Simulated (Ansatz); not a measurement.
Se (trigonal-Se type, space group P3_121)

```yaml
crystal:
  lattice:
    - [4.52940, 0.00000, 0.00000]
    - [-2.26470, 3.92257, 0.00000]
    - [0.00000, 0.00000, 5.04244]
  atoms:
    - { symbol: Se, position: [0.21841, 0.00000, 0.83333] }
    - { symbol: Se, position: [0.00000, 0.21841, 0.16667] }
    - { symbol: Se, position: [0.78159, 0.78159, 0.50000] }
```

The slice is a (1 -1 0 0) plane (indices of the conventional cell) through the point (0.782, 0.782, 0.500) (fractional), spanned by u = [110] and v = [001] in vectors of this cell: u (4.53 Å) and v (5.04 Å, at 90° to u). It covers one period; positions are fractions (u, v).

Calculation: PBE (plane waves to 420 eV, PAW, scalar-relativistic; Ansatz, a quantum-chemistry and plane-wave program). k mesh 9×9×7. Near the nuclei the fields are pseudised (PAW); where an atom keeps semicore shells as valence, they peak there. Se was relaxed with its symmetry unable to fall. The PAW data are Ansatz's earlier set.

### Question
Predict the map of the density of the lowest conduction band (whole band as if filled, smooth part) on the slice.

### Answer
```
|11337788663311000000000000000000112233331100|
|11335555442200000000000000000000112222222211|
|22222222110000000000000000000000111122222222|
|11110000000000000000000000000000001111111111|
|00000000000011112211110000000000000011111111|
|00000000112233443322110000000000000000000000|
|00000011224455665533221100000000000000000000|
|00001122335566665544221100000000000000000000|
|00000011334455554433111100000000000000000000|
|00000011112233332211110000000000000000000000|
|00000000000000000000000000000000000000000000|
|00000000000000000000000000000000000000000000|
|00000000000000000000000000000000000000000000|
|00000011112233332211110000000000000000000000|
|00000011334455554433111100000000000000000000|
|00001122335566665544221100000000000000000000|
|00000011224455665533221100000000000000000000|
|00000000112233443322110000000000000000000000|
|00000000000011112211110000000000000011111111|
|11110000000000000000000000000000001111111111|
|22222222110000000000000000000000111122222222|
|11335555442200000000000000000000112222222211|
|11337788663311000000000000000000112233331100|
|00338899774411000000000000000000112233331100|
```
Scale: ten equal steps from 0.002 (start of '0') to 0.277 (end of '9'), in the order '0123456789'. Values: density of the lowest conduction band (whole band as if filled, smooth part) in e/Å³. The map has 22 points along u (two characters each, u = 0 at the left) and 24 along v (v = 0 in the bottom row).
